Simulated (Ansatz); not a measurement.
Data:

Ga:
Space group I4/mmm (No. 139); a = b = 2.801 Å, c = 4.521 Å, α = β = γ = 90.00°

```
atom  site  symmetry       x       y       z
----  ----  --------  ------  ------  ------
Ga      2a     4/mmm  0.0000  0.0000  0.0000
```
(The calculation used a cell of 1 atom; values per cell refer to that cell.)

This is the PBEsol-relaxed structure.

**Question.** All from PBEsol in the plane-wave PAW code Ansatz, unless another level is named. Estimate the density of states at the Fermi level.

**Answer.** 0.36 states/eV per atom (mean over ±0.08 eV).

**Question.** Next, the gap with spin–orbit coupling?

**Answer.** none (metallic).

The workflow started from a Materials Project entry (that database holds measured and hypothetical structures alike); the Crystallography Open Database copy checked does not list it. It is not the phase usual at ambient conditions (space group No. 64). The PBEsol relaxation kept the symmetry of its start; its stability against distortions is not shown here. Axis ratios of metals converge slowly with the k-mesh, so a and c are less sure than the volume. Scalar-relativistic: spin–orbit coupling is off unless named, which matters more the heavier the elements.

Potentials: the earlier of the program's two PAW sets.
